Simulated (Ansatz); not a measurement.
One stationary structure of PbSe. Space group Fm-3m (No. 225), rock salt type. Computed with r2SCAN (plane waves to 500 eV, PAW, scalar-relativistic; Ansatz, an electronic-structure program).

```xyz
2
Lattice="0.0000 3.0888 3.0888 3.0888 0.0000 3.0888 3.0888 3.0888 0.0000" Properties=species:S:1:pos:R:3 pbc="T T T"
Se     3.0888     3.0888     3.0888
Pb     0.0000     0.0000     0.0000
```

Problem. What is the computed band gap (r2SCAN)?

Solution. 0.67 eV, direct at L (no spin-orbit coupling).

No spin polarisation in the result. Without spin-orbit coupling the bands of the heavy element are not split, so the gap can be far off.

The run could not lose the symmetry of its start.
